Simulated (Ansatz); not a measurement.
## WI2O2: Quadrupolar parameters

The cell is a structure deposited in the COD, ions relaxed with PBE at fixed cell.

```xyz
5
Lattice="-1.8742 1.9525 8.3141 1.8742 -1.9525 8.3141 1.8742 1.9525 -8.3141" Properties=species:S:1:pos:R:3 pbc="T T T"
W     0.0000    0.0000    0.0000
I     0.0000    0.0000    2.7084
I     0.0000    0.0000   13.9199
O     0.0000    1.9525    0.0000
O     1.8742    0.0000    0.0000
```

Atoms are numbered from 1 in the order listed; like atoms form one site, named after its first atom.

The numbers come from a DFT calculation in Ansatz (r2SCAN, plane waves and PAW, scalar-relativistic, 500 eV cutoff, Γ-centred 12×12×12 k-points, Fermi–Dirac smearing 0.05 eV).

C_Q = eQV_zz/h, which is 24.18 MHz for Q = 1 b and V_zz = 10²¹ V/m²; η = (V_xx − V_yy)/V_zz.

¹²⁷I: I = 5/2, Q = -688.2 mb; O-17: I = 5/2, Q = -25.58 mb. Q values from Pyykkö, Mol. Phys. 116, 1328 (2018).

```json
{"site": "W", "atoms (order as listed)": "1", "first shell": "4 O at 1.87–1.95 Å, 2 I at 2.71 Å", "V_zz (10²¹ V/m²)": "51.7", "η": "0.75", "C_Q (MHz)": "–"}
{"site": "I", "atoms (order as listed)": "2, 3", "first shell": "1 W at 2.71 Å", "V_zz (10²¹ V/m²)": "28.0", "η": "0.28", "C_Q (MHz)": "-465"}
{"site": "O4", "atoms (order as listed)": "4", "first shell": "2 W at 1.95 Å, angle 180°", "V_zz (10²¹ V/m²)": "-5.00", "η": "0.15", "C_Q (MHz)": "3.10"}
{"site": "O5", "atoms (order as listed)": "5", "first shell": "2 W at 1.87 Å, angle 180°", "V_zz (10²¹ V/m²)": "-3.16", "η": "0.68", "C_Q (MHz)": "1.95"}
```

At I V_zz points along its bond to W (within 1°).

W has no stable isotope with a ground-state quadrupole moment in the table, so no C_Q is given.

At this cell the principal stresses reach 8 GPa in size with r2SCAN, which can matter for small gradients. With no gap above 0.1 eV, as in a metal, the gradients converge slowly in k; expect changes of a tenth or more on a denser mesh. Without spin–orbit coupling the gradients at and beside I and W can be off by some per cent, at some sites by more. With these PAW files V_zz is typically within 2 to 3 % of all-electron values, but misses above 10 % occur on I. Semilocal functionals make gaps too small and can close them, so the real compound need not be a metal.
